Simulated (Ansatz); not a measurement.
Input file for Ansatz (a first-principles code):

Ansatz 0.2 input:
```yaml
crystal:
  lattice:
    - [3.1771510751, 0.0, 0.0]
    - [-1.5885755375, 2.7514935427, 0.0]
    - [0.0, 0.0, 13.2639383274]
  atoms:
    - { symbol: In, position: [0.3333333333, 0.6666666667, 0.75] }
    - { symbol: In, position: [0.6666666667, 0.3333333333, 0.25] }
    - { symbol: Mo, position: [0.3333333333, 0.6666666667, 0.0756570513] }
    - { symbol: Mo, position: [0.6666666667, 0.3333333333, 0.5756570513] }
    - { symbol: Mo, position: [0.6666666667, 0.3333333333, 0.9243429487] }
    - { symbol: Mo, position: [0.3333333333, 0.6666666667, 0.4243429487] }
    - { symbol: N, position: [0.0, 0.0, 0.0] }
    - { symbol: N, position: [0.0, 0.0, 0.5] }
kpoints:
  mp_grid: { grid: [31, 31, 7] }
hamiltonian:
  xc: pbesol
  pseudopotentials: { kind: paw }
scf:
  occupations: { method: fermi_dirac, width: 0.1 }
elastic: { mode: relaxed_ion, stencil: two_point, amplitude: 0.005, f_tol: 0.0005 }
```

Output (shortened):

```
Pseudopotential: In, paw, valence charge 13
Pseudopotential: Mo, paw, valence charge 14
Pseudopotential: N, paw, valence charge 5
Functional definition: PBEsol
Crystal: 8 atoms, lattice volume = 115.952 Å³
Basis set: ecut = 420 eV, 2265 PW (Γ), exchange–correlation on 48×48×180 points (8 copies of the dense FFT grid, shifted against one another)
Bands: 56, of which v1, the nominal top of the filled ones, is band 46 counted from 1 (45 counted from 0)
Symmetry: 24 space group operations
Space group: P63/mmc (ITA 194), of the structure as read, at distance tolerance 4.9e-5 Å
k-points: 384 of 6727
SCF 1 converged in 11 iterations: F = -31398.810114 eV  dr2 = 4.37e-14
relax step   1: F+E_penalty+E_count = -31398.81011435 eV  Δ(F+E_penalty+E_count) = +0.000e0 eV  max|allowed force component| = 1.777e-2 eV/Å  Δτ_max = 0.0000 Å  (11 SCF iters, accepted)
Crystal: 8 atoms, lattice volume = 115.952 Å³
SCF 2 converged in 11 iterations: F = -31398.810140 eV  dr2 = 1.93e-14
relax step   2: F+E_penalty+E_count = -31398.81013994 eV  Δ(F+E_penalty+E_count) = -2.559e-5 eV  max|allowed force component| = 2.034e-3 eV/Å  Δτ_max = 0.0008 Å  (11 SCF iters, accepted)
Crystal: 8 atoms, lattice volume = 115.952 Å³
SCF 3 converged in 7 iterations: F = -31398.810140 eV  dr2 = 4.46e-14
relax step   3: F+E_penalty+E_count = -31398.81014028 eV  Δ(F+E_penalty+E_count) = -3.392e-7 eV  max|allowed force component| = 2.001e-6 eV/Å  Δτ_max = 0.0001 Å  (7 SCF iters, accepted)
Crystal: 8 atoms, lattice volume = 115.952 Å³
SCF 4 converged in 14 iterations: F = -31398.810140 eV  dr2 = 0.0
Crystal: 8 atoms, lattice volume = 115.372 Å³
Basis set: ecut = 420 eV, 2229 PW (Γ), exchange–correlation on 48×48×180 points (8 copies of the dense FFT grid, shifted against one another)
Symmetry: 8 space group operations
k-points: 1024 of 6727
SCF 5 converged in 11 iterations: F = -31398.806904 eV  dr2 = 4.74e-14
relax step   1: F+E_penalty+E_count = -31398.80690446 eV  Δ(F+E_penalty+E_count) = +0.000e0 eV  max|allowed force component| = 9.085e-2 eV/Å  Δτ_max = 0.0000 Å  (11 SCF iters, accepted)
Crystal: 8 atoms, lattice volume = 115.372 Å³
SCF 6 converged in 10 iterations: F = -31398.807734 eV  dr2 = 1.04e-14
relax step   2: F+E_penalty+E_count = -31398.80773356 eV  Δ(F+E_penalty+E_count) = -8.291e-4 eV  max|allowed force component| = 2.055e-2 eV/Å  Δτ_max = 0.0040 Å  (10 SCF iters, accepted)
Crystal: 8 atoms, lattice volume = 115.372 Å³
SCF 7 converged in 8 iterations: F = -31398.807792 eV  dr2 = 3.52e-14
relax step   3: F+E_penalty+E_count = -31398.80779179 eV  Δ(F+E_penalty+E_count) = -5.823e-5 eV  max|allowed force component| = 8.839e-3 eV/Å  Δτ_max = 0.0010 Å  (8 SCF iters, accepted)
Crystal: 8 atoms, lattice volume = 115.372 Å³
SCF 8 converged in 8 iterations: F = -31398.807808 eV  dr2 = 3.10e-14
relax step   4: F+E_penalty+E_count = -31398.80780795 eV  Δ(F+E_penalty+E_count) = -1.616e-5 eV  max|allowed force component| = 2.561e-4 eV/Å  Δτ_max = 0.0009 Å  (8 SCF iters, accepted)
Crystal: 8 atoms, lattice volume = 115.372 Å³
SCF 9 converged in 13 iterations: F = -31398.807808 eV  dr2 = 3.42e-19
Crystal: 8 atoms, lattice volume = 116.532 Å³
Basis set: ecut = 420 eV, 2289 PW (Γ), exchange–correlation on 48×48×180 points (8 copies of the dense FFT grid, shifted against one another)
SCF 10 converged in 11 iterations: F = -31398.808713 eV  dr2 = 4.71e-14
relax step   1: F+E_penalty+E_count = -31398.80871266 eV  Δ(F+E_penalty+E_count) = +0.000e0 eV  max|allowed force component| = 8.684e-2 eV/Å  Δτ_max = 0.0000 Å  (11 SCF iters, accepted)
Crystal: 8 atoms, lattice volume = 116.532 Å³
SCF 11 converged in 10 iterations: F = -31398.809537 eV  dr2 = 1.31e-14
relax step   2: F+E_penalty+E_count = -31398.80953736 eV  Δ(F+E_penalty+E_count) = -8.247e-4 eV  max|allowed force component| = 2.878e-3 eV/Å  Δτ_max = 0.0051 Å  (10 SCF iters, accepted)
Crystal: 8 atoms, lattice volume = 116.532 Å³
SCF 12 converged in 8 iterations: F = -31398.809539 eV  dr2 = 1.20e-14
relax step   3: F+E_penalty+E_count = -31398.80953855 eV  Δ(F+E_penalty+E_count) = -1.187e-6 eV  max|allowed force component| = 6.766e-5 eV/Å  Δτ_max = 0.0003 Å  (8 SCF iters, accepted)
Crystal: 8 atoms, lattice volume = 116.532 Å³
SCF 13 converged in 14 iterations: F = -31398.809539 eV  dr2 = 0.0
Crystal: 8 atoms, lattice volume = 115.372 Å³
SCF 14 converged in 11 iterations: F = -31398.806548 eV  dr2 = 4.11e-14
relax step   1: F+E_penalty+E_count = -31398.80654779 eV  Δ(F+E_penalty+E_count) = +0.000e0 eV  max|allowed force component| = 5.042e-2 eV/Å  Δτ_max = 0.0000 Å  (11 SCF iters, accepted)
Crystal: 8 atoms, lattice volume = 115.372 Å³
SCF 15 converged in 9 iterations: F = -31398.806750 eV  dr2 = 5.13e-14
relax step   2: F+E_penalty+E_count = -31398.80675037 eV  Δ(F+E_penalty+E_count) = -2.026e-4 eV  max|allowed force component| = 1.373e-3 eV/Å  Δτ_max = 0.0021 Å  (9 SCF iters, accepted)
Crystal: 8 atoms, lattice volume = 115.372 Å³
SCF 16 converged in 7 iterations: F = -31398.806751 eV  dr2 = 5.55e-14
relax step   3: F+E_penalty+E_count = -31398.80675053 eV  Δ(F+E_penalty+E_count) = -1.508e-7 eV  max|allowed force component| = 3.443e-6 eV/Å  Δτ_max = 0.0001 Å  (7 SCF iters, accepted)
Crystal: 8 atoms, lattice volume = 115.372 Å³
SCF 17 converged in 13 iterations: F = -31398.806751 eV  dr2 = 1.85e-18
Crystal: 8 atoms, lattice volume = 116.532 Å³
Basis set: ecut = 420 eV, 2277 PW (Γ), exchange–correlation on 48×48×180 points (8 copies of the dense FFT grid, shifted against one another)
SCF 18 converged in 11 iterations: F = -31398.808037 eV  dr2 = 3.61e-14
relax step   1: F+E_penalty+E_count = -31398.80803705 eV  Δ(F+E_penalty+E_count) = +0.000e0 eV  max|allowed force component| = 4.860e-2 eV/Å  Δτ_max = 0.0000 Å  (11 SCF iters, accepted)
Crystal: 8 atoms, lattice volume = 116.532 Å³
SCF 19 converged in 9 iterations: F = -31398.808236 eV  dr2 = 4.53e-14
relax step   2: F+E_penalty+E_count = -31398.80823582 eV  Δ(F+E_penalty+E_count) = -1.988e-4 eV  max|allowed force component| = 2.471e-3 eV/Å  Δτ_max = 0.0019 Å  (9 SCF iters, accepted)
Crystal: 8 atoms, lattice volume = 116.532 Å³
SCF 20 converged in 8 iterations: F = -31398.808236 eV  dr2 = 3.88e-15
relax step   3: F+E_penalty+E_count = -31398.80823633 eV  Δ(F+E_penalty+E_count) = -5.133e-7 eV  max|allowed force component| = 7.024e-6 eV/Å  Δτ_max = 0.0001 Å  (8 SCF iters, accepted)
Crystal: 8 atoms, lattice volume = 116.532 Å³
SCF 21 converged in 14 iterations: F = -31398.808236 eV  dr2 = 0.0
Crystal: 8 atoms, lattice volume = 115.951 Å³
Basis set: ecut = 420 eV, 2261 PW (Γ), exchange–correlation on 48×48×180 points (8 copies of the dense FFT grid, shifted against one another)
Symmetry: 4 space group operations
k-points: 1744 of 6727
SCF 22 converged in 10 iterations: F = -31398.809229 eV  dr2 = 2.60e-14
relax step   1: F+E_penalty+E_count = -31398.80922861 eV  Δ(F+E_penalty+E_count) = +0.000e0 eV  max|allowed force component| = 3.552e-2 eV/Å  Δτ_max = 0.0000 Å  (10 SCF iters, accepted)
Crystal: 8 atoms, lattice volume = 115.951 Å³
SCF 23 converged in 8 iterations: F = -31398.809377 eV  dr2 = 4.63e-15
relax step   2: F+E_penalty+E_count = -31398.80937747 eV  Δ(F+E_penalty+E_count) = -1.489e-4 eV  max|allowed force component| = 1.960e-2 eV/Å  Δτ_max = 0.0014 Å  (8 SCF iters, accepted)
Crystal: 8 atoms, lattice volume = 115.951 Å³
SCF 24 converged in 8 iterations: F = -31398.809442 eV  dr2 = 1.68e-14
relax step   3: F+E_penalty+E_count = -31398.80944169 eV  Δ(F+E_penalty+E_count) = -6.422e-5 eV  max|allowed force component| = 2.099e-4 eV/Å  Δτ_max = 0.0017 Å  (8 SCF iters, accepted)
Crystal: 8 atoms, lattice volume = 115.951 Å³
SCF 25 converged in 14 iterations: F = -31398.809442 eV  dr2 = 0.0
Crystal: 8 atoms, lattice volume = 115.951 Å³
SCF 26 converged in 10 iterations: F = -31398.809229 eV  dr2 = 2.59e-14
relax step   1: F+E_penalty+E_count = -31398.80922861 eV  Δ(F+E_penalty+E_count) = +0.000e0 eV  max|allowed force component| = 3.552e-2 eV/Å  Δτ_max = 0.0000 Å  (10 SCF iters, accepted)
Crystal: 8 atoms, lattice volume = 115.951 Å³
SCF 27 converged in 9 iterations: F = -31398.809442 eV  dr2 = 8.99e-15
relax step   2: F+E_penalty+E_count = -31398.80944153 eV  Δ(F+E_penalty+E_count) = -2.129e-4 eV  max|allowed force component| = 1.171e-3 eV/Å  Δτ_max = 0.0031 Å  (9 SCF iters, accepted)
Crystal: 8 atoms, lattice volume = 115.951 Å³
SCF 28 converged in 8 iterations: F = -31398.809442 eV  dr2 = 1.98e-14
relax step   3: F+E_penalty+E_count = -31398.80944170 eV  Δ(F+E_penalty+E_count) = -1.703e-7 eV  max|allowed force component| = 2.497e-4 eV/Å  Δτ_max = 0.0002 Å  (8 SCF iters, accepted)
Crystal: 8 atoms, lattice volume = 115.951 Å³
SCF 29 converged in 13 iterations: F = -31398.809442 eV  dr2 = 0.0
SCF converged after 14 iterations
Stability not checked: this state was not tested for a lower state beside it, because too few of the mixer's solves of this state at the end of the SCF gave a …
Free energy (F): -31398.810140 eV
Harris-Foulkes:  -31398.810140 eV  (|F-HF|=0.00e0)
Internal energy: -31398.592567 eV  (E = F + TS)
E sigma→0 (E₀):  -31398.701353 eV
Entropy (-TS):   -0.217574 eV (-27.197 meV/atom)
Fermi energy:    17.712308 eV
--- Per-component energies (eV) ---
  E_band       = -220.027366
  E_kinetic    = 2525.683112
  E_local      = -6202.926246  (includes V_loc(G=0)·N_el)
  E_nonlocal   = 1408.791868
  E_hartree    = 2271.979839
  E_xc         = -1279.446130
  E_vxc        = -1270.953988  (∫ρ·V_xc dr)
  E_paw        = -20988.698375  (= ΣΔE_a)
  E_vpaw       = -1224.582255  (= ΣTr[D̂ρ^β])
  E_aug_tail   = 0.000465  (compensation charges beyond the density's cutoff)
  E_ewald      = -9135.342299
  E_core_change = 1.365200  (= ΣΔE_core)
  E_smearing   = -0.217574  (= −TS)
  E_closure    =  0.000000  (closes the sum)
  Σ components = -31398.810140   (vs F -31398.810140, Δ=0.00e0)
--- Forces (eV/Å), atoms counted from 1 ---
  atom   1  In     0.00000000     0.00000000     0.00000000
  atom   2  In     0.00000000     0.00000000     0.00000000
  atom   3  Mo     0.00000000     0.00000000    -0.00000201
  atom   4  Mo     0.00000000     0.00000000    -0.00000201
  atom   5  Mo     0.00000000     0.00000000     0.00000201
  atom   6  Mo     0.00000000     0.00000000     0.00000201
  atom   7  N      0.00000000     0.00000000     0.00000000
  atom   8  N      0.00000000     0.00000000     0.00000000
  max |Σ_I F_I| component: 1.11e-16 eV/Å
--- Stress (GPa, compression-positive) ---
        0.244461       0.000000       0.000000
        0.000000       0.244461       0.000000
        0.000000       0.000000       0.197135
  P = ⅓ Tr σ = 0.2287 GPa (2.287 kbar)
--- Band table (eV; the first three rows and the last of 384) ---
  k-point 0: bands = ["-43.7558", "-43.7557", "-43.5596", "-43.5595", "-18.2524", "-18.2493", "-17.7927", "-17.7927", "-17.7927", "-17.7927", "-17.5963", "-17.5963", "-17.5963", "-17.5963", "-17.3924", "-17.3887", "0.8975", "0.9175", "3.1400", "3.1516", …
  k-point 1: bands = ["-43.7558", "-43.7557", "-43.5596", "-43.5595", "-18.2523", "-18.2495", "-17.7927", "-17.7927", "-17.7927", "-17.7927", "-17.5963", "-17.5963", "-17.5963", "-17.5963", "-17.3922", "-17.3888", "0.8985", "0.9165", "3.1406", "3.1510", …
  k-point 2: bands = ["-43.7558", "-43.7557", "-43.5596", "-43.5595", "-18.2519", "-18.2499", "-17.7927", "-17.7927", "-17.7927", "-17.7927", "-17.5963", "-17.5963", "-17.5963", "-17.5963", "-17.3917", "-17.3894", "0.9012", "0.9137", "3.1422", "3.1494", …
  k-point 383: bands = ["-43.6147", "-43.6147", "-43.6070", "-43.6070", "-18.2791", "-18.2791", "-18.1939", "-18.1937", "-18.1901", "-18.1899", "-17.7589", "-17.7588", "-17.5126", "-17.5125", "-17.4975", "-17.4974", "1.2910", "1.2913", "3.2536", "3.2537", …
--- Elastic constants: 3 strain directions × 2 members + reference (group order 24) ---
  dense FFT box of the reference and of every strained cell: 24×24×90
  strains applied: 11, 33, 23; error gains …
  reference relaxed by the batch: 3 steps …
  largest displacement 7.3e-4 Å; the constants are those of the deck's cell at these positions:
  atoms:
    - { symbol: In, position: [0.3333333333333333, 0.6666666666666666, 0.75] }
    - { symbol: In, position: [0.6666666666666665, 0.3333333333333333, 0.24999999999999997] }
    - { symbol: Mo, position: [0.3333333333333333, 0.6666666666666666, 0.07560207313457694] }
    - { symbol: Mo, position: [0.6666666666666665, 0.3333333333333333, 0.5756020731345769] }
    - { symbol: Mo, position: [0.6666666666666665, 0.3333333333333333, 0.924397926865423] }
    - { symbol: Mo, position: [0.3333333333333333, 0.6666666666666666, 0.42439792686542305] }
    - { symbol: N, position: [0.0, 0.0, 0.0] }
    - { symbol: N, position: [0.0, 0.0, 0.49999999999999994] }
  C = ∂σ_k/∂η_j (tension-positive GPa; Voigt order 11 22 33 23 13 12):
       162.003    202.104    140.814      0.000      0.000      0.000
       202.104    162.003    140.814      0.000      0.000      0.000
       140.703    140.703    291.978      0.000      0.000      0.000
         0.000      0.000      0.000     76.711      0.000      0.000
         0.000      0.000      0.000      0.000     76.711      0.000
         0.000      0.000      0.000      0.000      0.000    -20.050
  reference stress σ⁰ (GPa):     -0.244     -0.244     -0.197      0.000      0.000      0.000
  moduli (Voigt/Reuss/Hill, GPa): K = 175.91/173.20/174.55   G = 35.50/-86.43/-25.47   E = -80.31   ν = 0.577
  mechanically stable: NO (min eigenvalue of sym C = -40.10 GPa)
  strain η (Voigt 11):  stress-route row diagonal C_11 = 162.00 GPa, energy-path curvature d²(F+E_count+ΔE)/dδ²/Ω₀ = 161.68 GPa
         δ    σ_11 (GPa)             F (eV)   n_scf  n_hpsi   n_pw
    -5.000e-3      -1.0363      -31398.8078080      13  1105298   2277   relax 4 steps, max|allowed force component| 2.56e-4 eV/Å
     5.000e-3       0.5837      -31398.8095386      14  1181821   2306   relax 3 steps, max|allowed force component| 6.77e-5 eV/Å
  strain η (Voigt 33):  stress-route row diagonal C_33 = 291.98 GPa, energy-path curvature d²(F+E_count+ΔE)/dδ²/Ω₀ = 291.97 GPa
         δ    σ_33 (GPa)             F (eV)   n_scf  n_hpsi   n_pw
    -5.000e-3      -1.6808      -31398.8067505      13  412686   2282   relax 3 steps, max|allowed force component| 3.44e-6 eV/Å
     5.000e-3       1.2389      -31398.8082363      14  442693   2305   relax 3 steps, max|allowed force component| 7.02e-6 eV/Å
  strain η (Voigt 23):  stress-route row diagonal C_44 = 76.71 GPa, energy-path curvature d²(F+E_count+ΔE)/dδ²/Ω₀ = 76.84 GPa
         δ    σ_23 (GPa)             F (eV)   n_scf  n_hpsi   n_pw
    -5.000e-3      -0.3836      -31398.8094417      14  2014160   2292   relax 3 steps, max|allowed force component| 2.10e-4 eV/Å
     5.000e-3       0.3835      -31398.8094417      13  1913919   2292   relax 3 steps, max|allowed force component| 2.50e-4 eV/Å
```

Cost: very roughly 2.8 core-hours on shared cores.

Space group P6_3/mmc. The start of the workflow was typed in or built on a structure type; neither database checked (COD, Materials Project) lists it. Its standing as an ambient phase is unchecked. Symmetry was held in the PBEsol relaxation. At this level the phase is mechanically unstable. The run is not spin-polarised. As this level gives no gap, shear constants depend on the k-mesh and smearing (Fermi–Dirac, 0.1 eV here). Scalar-relativistic: spin–orbit coupling is off unless named, which matters more the heavier the elements.

Potentials: the later of the program's two PAW sets.

Ansatz is a plane-wave DFT program.
